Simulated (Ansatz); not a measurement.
Relaxed HgTe (zinc blende):

```
CELL_PARAMETERS angstrom
      0.00000     3.25489     3.25489
      3.25489     0.00000     3.25489
      3.25489     3.25489     0.00000
ATOMIC_POSITIONS crystal
  Te 0.75000 0.75000 0.75000
  Hg 0.00000 0.00000 0.00000
```

In this cell atom 1 (Te, nearest neighbour Hg at 2.819 Å; its periodic images, 4.6 Å or more away, move with it) is moved by s along Cartesian [110], unit vector (0.707, 0.707, 0.000); all other atoms and the cell stay fixed.

These are PBEsol (plane waves to 420 eV, PAW, scalar-relativistic; Ansatz, a program for electronic structure) values and carry that method's errors. k mesh 7×7×7 (Γ-centred), Fermi-Dirac smearing 0.05 eV. E stands for the smeared free energy. With partly filled bands, energies and forces of such displacements shift with the k mesh and the smearing. At this level the bands of HgTe touch or barely overlap. HgTe was relaxed with its symmetry unable to fall. Spin-orbit coupling is left out, though Hg and Te are heavy. The zero of ΔE is the undisplaced structure. The last digit holds for this mesh only.

| s (Å) | ΔE (meV/cell) |
|---|---|
| -0.850 | 2190.5 |
| -0.680 | 1196.0 |
| -0.510 | withheld |
| -0.340 | 224.6 |
| -0.170 | 51.0 |
| 0.000 | 0.0 |
| 0.170 | 51.0 |
| 0.340 | 224.6 |
| 0.510 | withheld |
| 0.680 | 1196.0 |
| 0.850 | 2190.5 |

### Question
Fit an even polynomial form (powers 2, 4, 6) to the given rows and predict ΔE at s = -0.510.

### Answer
Least squares on the 9 given rows: ΔE = (1715)·s² + (1997)·s⁴ + (-240.1)·s⁶, in meV/cell with s in Å; root-mean-square residual 0.28 meV/cell. At -0.510 the fit gives 576.9 meV/cell; the calculation gives 577.4 meV/cell, so the interpolation is off by -0.5 (-0.1 %). The quadratic term alone would give 446.1 meV/cell.

(A displaced cell: forces are minus the slopes of the energy, force constants its curvatures, and phonons follow from these.)
